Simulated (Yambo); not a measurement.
Yambo run on Au2S (space group Pn-3m, No. 224). The wavefunctions come from this Quantum ESPRESSO step (PBEsol, PseudoDojo standard norm-conserving files, scalar-relativistic):

```
&CONTROL
  calculation = 'nscf'
  pseudo_dir = './pseudo'
  outdir = './out'
/
&SYSTEM
  ibrav = 0
  nat = 6
  ntyp = 2
  ecutwfc = 76.0
  ecutrho = 304.0
  occupations = 'fixed'
  force_symmorphic = .true.
  nbnd = 289
/
&ELECTRONS
  conv_thr = 6.000000000000001e-09
  diago_full_acc = .true.
  diago_thr_init = 1e-08
/
ATOMIC_SPECIES
S 32.0600 S.upf
Au 196.9666 Au.upf
CELL_PARAMETERS angstrom
  5.273980000000   0.000000000000   0.000000000000
  0.000000000000   5.273980000000   0.000000000000
  0.000000000000   0.000000000000   5.273980000000
ATOMIC_POSITIONS crystal
S   0.000000000000   0.000000000000   0.000000000000
S   0.500000000000   0.500000000000   0.500000000000
Au   0.250000000000   0.250000000000   0.750000000000
Au   0.250000000000   0.750000000000   0.250000000000
Au   0.750000000000   0.750000000000   0.750000000000
Au   0.750000000000   0.250000000000   0.250000000000
K_POINTS automatic
2 2 2 0 0 0
```

Yambo input:

```
rim_cut
gw0
dyson
el_el_corr
HF_and_locXC
ppa
em1d
RandQpts= 1000000
RandGvec= 1 Ry
EXXRLvcs= 76 Ry
VXCRLvcs= 304 Ry
Chimod= "HARTREE"
% BndsRnXp
 17 | 286 |
%
NGsBlkXp= 8 Ry
% LongDrXp
 1.0 | 1.0 | 1.0 |
%
PPAPntXp= 27.2114 eV
% GbndRnge
 1 | 286 |
%
GTermKind= "BG"
DysSolver= "n"
ExtendOut
% QPkrange
 1 | 1 | 44 | 45 |
 2 | 2 | 44 | 45 |
 3 | 3 | 44 | 45 |
 4 | 4 | 44 | 45 |
%
```

k points by index: 1 = Γ, 2 = X, 3 = M, 4 = R.

The o-*.qp file then holds:

```
#    K-point    Band    Eo [eV]    E [eV]    E-Eo [eV]    Vxc [eV]    Vnlxc [eV]    Sc|Eo [eV]    Sc|E [eV]    dSc/dw|Eo [eV]    Re(Z)    Im(Z)
#
    1    44    0.000000    -0.499499    -0.499499    -18.10293    -21.24317    2.517416    2.640748    -6.717515    0.802010    -0.001235
    1    45    2.011907    2.096679    0.084772    -9.063535    -5.635459    -3.325811    -3.343305    -5.610174    0.829069    -0.001096
    2    44    -0.389159    -0.928535    -0.539376    -17.88273    -21.17505    2.617924    2.752941    -6.810351    0.799822    -0.001240
    2    45    4.153771    4.618628    0.464857    -15.84666    -11.27211    -3.992914    -4.109695    -6.834930    0.799245    -0.941494E-3
    3    44    -0.575530    -1.139599    -0.564069    -17.60188    -20.98221    2.674392    2.816260    -6.842641    0.799063    -0.001260
    3    45    2.478510    2.808906    0.330396    -13.84138    -10.14523    -3.290755    -3.365759    -6.175823    0.815023    -0.001163
    4    44    -0.680092    -1.255904    -0.575812    -18.67668    -22.44525    3.046908    3.192758    -6.891171    0.797926    -0.001267
    4    45    3.517945    3.611548    0.093602    -10.02709    -6.398826    -3.514459    -3.534658    -5.866430    0.822646    -0.001165
```
(The two width columns are left out.) Convergence of these settings isn't established.

Spin-orbit coupling is not included.

Geometry of the Materials Project entry, not relaxed at this level.
